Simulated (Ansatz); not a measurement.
Geometry optimisation in Ansatz: input, command and trajectory.

```yaml
crystal:
  lattice:
    - [-1.7829213602, 1.7829213602, 5.7220845159]
    - [1.7829213602, -1.7829213602, 5.7220845159]
    - [1.7829213602, 1.7829213602, -5.7220845159]
  atoms:
    - { symbol: Li, position: [0.34759, 0.34759, 0.0] }
    - { symbol: Li, position: [0.65241, 0.65241, 0.0] }
    - { symbol: P, position: [0.0, 0.0, 0.0] }
    - { symbol: W, position: [0.13816, 0.13816, 0.0] }
    - { symbol: W, position: [0.86184, 0.86184, 0.0] }
basis:
  ecutwfc: 420
kpoints:
  mp_grid: { grid: [6, 6, 6] }
hamiltonian:
  xc: pbe
scf:
  occupations: { method: gaussian, width: 0.1 }
  lower_state_search: "off"
output:
  forces: true
  stress: true
  eigenvalues: true
relax:
  adjacent_minimum: "off"
  f_tol: 0.04
  max_steps: 70
  cell: { stress_tol: 0.4 }
```

```bash
ansatz run input.yaml --threads 1 --pin off --max-ram 2560MiB --backend cpu --events-out ev --progress --plain --runs-dir out
```

Computed with DFT PBE, scalar-relativistic, plane waves, PAW in Ansatz 0.2.0.

Of 11 frames 10 are shown, positions in Å and forces in eV/Å; the SCF threshold varies from step to step. Steps run on the plane waves of an earlier cell, with a Pulay correction in the pressure. The basis is chosen afresh for the last frame, the zero of the energies, and at times for earlier ones too; energy and pressure can step there, also at an unchanged geometry. Where two frames share a geometry here, they differ by under 2 meV/atom and 0.3 GPa.

```xyz
5
Lattice="-1.7829 1.7829 5.7221 1.7829 -1.7829 5.7221 1.7829 1.7829 -5.7221" Properties=species:S:1:pos:R:3:forces:R:3 pbc="T T T" step=1 free_energy_over_end_meV_per_atom=5704.68 pressure_GPa=116.19
Li    0.0000    0.0000    3.9779    0.0000    0.0000    0.9979
Li    0.0000    0.0000    7.4663    0.0000    0.0000   -0.9979
P     0.0000    0.0000    0.0000    0.0000    0.0000    0.0000
W     0.0000    0.0000    1.5811    0.0000    0.0000   50.1188
W     0.0000    0.0000    9.8630    0.0000    0.0000  -50.1188
5
Lattice="-1.7844 1.7844 5.9228 1.7844 -1.7844 5.9228 1.7844 1.7844 -5.9228" Properties=species:S:1:pos:R:3:forces:R:3 pbc="T T T" step=2 free_energy_over_end_meV_per_atom=2355.71 pressure_GPa=47.23
Li    0.0000    0.0000    4.1263    0.0000    0.0000    2.1674
Li    0.0000    0.0000    7.7193    0.0000    0.0000   -2.1674
P     0.0000    0.0000    0.0000    0.0000    0.0000    0.0000
W     0.0000    0.0000    1.8384    0.0000    0.0000   19.2801
W     0.0000    0.0000   10.0071    0.0000    0.0000  -19.2801
5
Lattice="-1.7745 1.7745 5.9601 1.7745 -1.7745 5.9601 1.7745 1.7745 -5.9601" Properties=species:S:1:pos:R:3:forces:R:3 pbc="T T T" step=3 free_energy_over_end_meV_per_atom=1182.57 pressure_GPa=20.64
Li    0.0000    0.0000    4.3551    0.0000    0.0000    2.6050
Li    0.0000    0.0000    7.5651    0.0000    0.0000   -2.6050
P     0.0000    0.0000    0.0000    0.0000    0.0000    0.0000
W     0.0000    0.0000    2.0134    0.0000    0.0000    9.8736
W     0.0000    0.0000    9.9068    0.0000    0.0000   -9.8736
5
Lattice="-1.7590 1.7590 5.9789 1.7590 -1.7590 5.9789 1.7590 1.7590 -5.9789" Properties=species:S:1:pos:R:3:forces:R:3 pbc="T T T" step=4 free_energy_over_end_meV_per_atom=520.75 pressure_GPa=6.23
Li    0.0000    0.0000    4.5725    0.0000    0.0000    2.3363
Li    0.0000    0.0000    7.3853    0.0000    0.0000   -2.3363
P     0.0000    0.0000    0.0000    0.0000    0.0000    0.0000
W     0.0000    0.0000    2.1670    0.0000    0.0000    5.1444
W     0.0000    0.0000    9.7907    0.0000    0.0000   -5.1444
5
Lattice="-1.7216 1.7216 5.9886 1.7216 -1.7216 5.9886 1.7216 1.7216 -5.9886" Properties=species:S:1:pos:R:3:forces:R:3 pbc="T T T" step=5 free_energy_over_end_meV_per_atom=145.59 pressure_GPa=2.48
Li    0.0000    0.0000    4.7837    0.0000    0.0000    1.4190
Li    0.0000    0.0000    7.1934    0.0000    0.0000   -1.4190
P     0.0000    0.0000    0.0000    0.0000    0.0000    0.0000
W     0.0000    0.0000    2.3030    0.0000    0.0000    1.9580
W     0.0000    0.0000    9.6741    0.0000    0.0000   -1.9580
5
Lattice="-1.6335 1.6335 6.1951 1.6335 -1.6335 6.1951 1.6335 1.6335 -6.1951" Properties=species:S:1:pos:R:3:forces:R:3 pbc="T T T" step=7 free_energy_over_end_meV_per_atom=40.05 pressure_GPa=10.07
Li    0.0000    0.0000    5.2041    0.0000    0.0000   -0.7359
Li    0.0000    0.0000    7.1861    0.0000    0.0000    0.7359
P     0.0000    0.0000    0.0000    0.0000    0.0000    0.0000
W     0.0000    0.0000    2.4934    0.0000    0.0000   -1.1293
W     0.0000    0.0000    9.8968    0.0000    0.0000    1.1293
5
Lattice="-1.6633 1.6633 6.2826 1.6633 -1.6633 6.2826 1.6633 1.6633 -6.2826" Properties=species:S:1:pos:R:3:forces:R:3 pbc="T T T" step=8 free_energy_over_end_meV_per_atom=3.29 pressure_GPa=-0.10
Li    0.0000    0.0000    5.1995    0.0000    0.0000   -0.0481
Li    0.0000    0.0000    7.3656    0.0000    0.0000    0.0481
P     0.0000    0.0000    0.0000    0.0000    0.0000    0.0000
W     0.0000    0.0000    2.4799    0.0000    0.0000    0.4020
W     0.0000    0.0000   10.0852    0.0000    0.0000   -0.4020
5
Lattice="-1.6544 1.6544 6.3244 1.6544 -1.6544 6.3244 1.6544 1.6544 -6.3244" Properties=species:S:1:pos:R:3:forces:R:3 pbc="T T T" step=9 free_energy_over_end_meV_per_atom=0.73 pressure_GPa=0.64
Li    0.0000    0.0000    5.2273    0.0000    0.0000    0.0355
Li    0.0000    0.0000    7.4215    0.0000    0.0000   -0.0355
P     0.0000    0.0000    0.0000    0.0000    0.0000    0.0000
W     0.0000    0.0000    2.5066    0.0000    0.0000    0.1477
W     0.0000    0.0000   10.1422    0.0000    0.0000   -0.1477
5
Lattice="-1.6551 1.6551 6.3550 1.6551 -1.6551 6.3550 1.6551 1.6551 -6.3550" Properties=species:S:1:pos:R:3:forces:R:3 pbc="T T T" step=10 free_energy_over_end_meV_per_atom=0.18 pressure_GPa=0.01
Li    0.0000    0.0000    5.2562    0.0000    0.0000    0.0023
Li    0.0000    0.0000    7.4538    0.0000    0.0000   -0.0023
P     0.0000    0.0000    0.0000    0.0000    0.0000    0.0000
W     0.0000    0.0000    2.5277    0.0000    0.0000    0.0089
W     0.0000    0.0000   10.1823    0.0000    0.0000   -0.0089
5
Lattice="-1.6551 1.6551 6.3550 1.6551 -1.6551 6.3550 1.6551 1.6551 -6.3550" Properties=species:S:1:pos:R:3:forces:R:3 pbc="T T T" step=11 free_energy_over_end_meV_per_atom=0.00 pressure_GPa=0.02
Li    0.0000    0.0000    5.2562    0.0000    0.0000    0.0023
Li    0.0000    0.0000    7.4538    0.0000    0.0000   -0.0023
P     0.0000    0.0000    0.0000    0.0000    0.0000    0.0000
W     0.0000    0.0000    2.5277    0.0000    0.0000    0.0078
W     0.0000    0.0000   10.1823    0.0000    0.0000   -0.0078
```

The start puts this composition into another compound's structure type, which needn't suit it. At the end the space group is I4/mmm (tolerance 0.05 Å).

Time: 47 s on 1 thread of Arm Neoverse V1, with other jobs on the host, peak memory 0.36 GiB.

The k mesh is coarse. Spin–orbit coupling is left out, which can shift energies with elements as heavy as these.